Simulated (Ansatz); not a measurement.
## Tm (hcp)

Computed with Ansatz (plane waves, PAW, 420 eV cutoff): PBE with spin–orbit coupling, two-component spinors, 14×14×8 k-mesh, Gaussian smearing of 0.05 eV. The datasets are Ansatz's generated set soft_2.

```
CELL_PARAMETERS angstrom
3.62727 0.00000 0.00000
-1.81364 3.14131 0.00000
0.00000 0.00000 5.94497
ATOMIC_POSITIONS crystal
Tm 0.33333 0.66667 0.75000
Tm 0.66667 0.33333 0.25000
```

Magnetic state: ferromagnetic, site spin moments Tm 0.84 μB, along [001] (Cartesian), which lowers the symmetry.

Path: Γ–M–K–Γ–A–L–H–A | L–M | H–K, with Γ = (0.000, 0.000, 0.000), M = (0.500, 0.000, 0.000), K = (0.333, 0.333, 0.000), A = (0.000, 0.000, 0.500), L = (0.500, 0.000, 0.500), H = (0.333, 0.333, 0.500) in reciprocal vectors of the calculation's cell.

Q: Is it a metal or an insulator, and if it has a gap, where are the band edges on this path?

A: A metal: bands cross the Fermi level.

Bands as a text map, energy in eV from the Fermi level (dashes), each leg drawn with the same width:
```
  3.71 | **          **        ********     **     *     
  3.43 |***          ****          *******   *     *     
  3.14 |**           ******   *               *     **   
  2.86 |****     **   ********            **   *     ****
  2.57 |*   *****   ** ******              *    ***      
  2.29 |  ******   * *   *   *            *     ***      
  2.00 | * *   **  ****   *   *          *    **         
  1.71 |    *********      *   ***      **  *******     *
  1.43 |  *       *         **    **    * ** **       ***
  1.14 |             *     *  *    **  * *           **  
  0.86 |   *              *    *    *** *          ***   
  0.57 |**          *  ***      *********   **     **    
  0.29 | ** ****  *****          **  **     *************
  0.00 |*************************************************
 -0.29 |*************************************************
 -0.57 |*************************************************
 -0.86 |*************************************************
 -1.14 |*************************************************
 -1.43 |*************************************************
 -1.71 |*************************************************
 -2.00 |*************************************************
 -2.29 |******************** ************** *************
 -2.57 |    *                                            
 -2.86 |            *     *              *               
 -3.14 |                   *  *                          
 -3.43 |   *               *              *              
 -3.71 |                    **             *             
 -4.00 |             *                                   
        Γ    M    K    Γ    A    L    H    AL     MH    K
```

Without a U the open 4f shell is pinned at the Fermi level, an artefact: in the real crystal it splits into occupied and empty levels away from it, and its large orbital moment is underestimated. Site moments are of spin, integrated over Gaussian weights of 0.5 Å, which gives about a tenth less on f atoms than spheres do. Only parallel moments were tried, so the real magnetic order may be another.

A lower state of the open shells can't be excluded, and forces and pressures are less sure for it.

On the Tm 4f shell the spin moment is 0.87 μB and the orbital moment 2.03 μB, parallel to it, 2.90 μB net (projected on atomic orbitals, along the moments' axis).
